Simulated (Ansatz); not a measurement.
MgZn$_{2}$O$_{3}$:
```
CELL_PARAMETERS angstrom
      2.97170     0.00000     0.00000
     -1.48585     2.57357     0.00000
      0.00000     0.00000     7.24111
ATOMIC_POSITIONS crystal
  Mg 0.00000 0.00000 0.00000
  Zn 0.33333 0.66667 0.66840
  Zn 0.66667 0.33333 0.33160
  O  0.33333 0.66667 0.16175
  O  0.66667 0.33333 0.83825
  O  0.00000 0.00000 0.50000
```

Cartesian axes are those of the cell as given.

**Question.** Give the high-frequency dielectric tensor and the Born effective charge tensors of the independent atoms from DFPT, DFT-LDA in the program Ansatz with PAW potentials.

**Answer.** 
ε∞:
```
4.44  0.00  0.00
0.00  4.44  0.00
0.00  0.00  4.32
```
Z* of atom 1 (Mg), rows: field, columns: displacement, in e:
```
2.00  0.00  0.00
0.00  2.00  0.00
0.00  0.00  2.52
```
Z* of atom 2 (Zn), rows: field, columns: displacement, in e:
```
2.38  0.00  0.00
0.00  2.38  0.00
0.00  0.00  2.06
```
Z* of atom 4 (O), rows: field, columns: displacement, in e:
```
-2.17   0.00   0.00
 0.00  -2.17   0.00
 0.00   0.00  -2.32
```
Z* of atom 6 (O), rows: field, columns: displacement, in e:
```
-2.41   0.00   0.00
 0.00  -2.41   0.00
 0.00   0.00  -2.00
```

Space group P-3m1. The first step of the workflow began from a Materials Project structure, measured or hypothetical; the Crystallography Open Database copy checked does not list it. With Mg and Zn taken as one species the cell has the higher symmetry Fm-3m, so it may be an ordered model of a mixed-site phase. Its standing as an ambient phase is unchecked. The LDA relaxation kept the symmetry of its start; whether a distortion lowers the energy is not shown.

Potentials: the later of the program's two PAW sets.
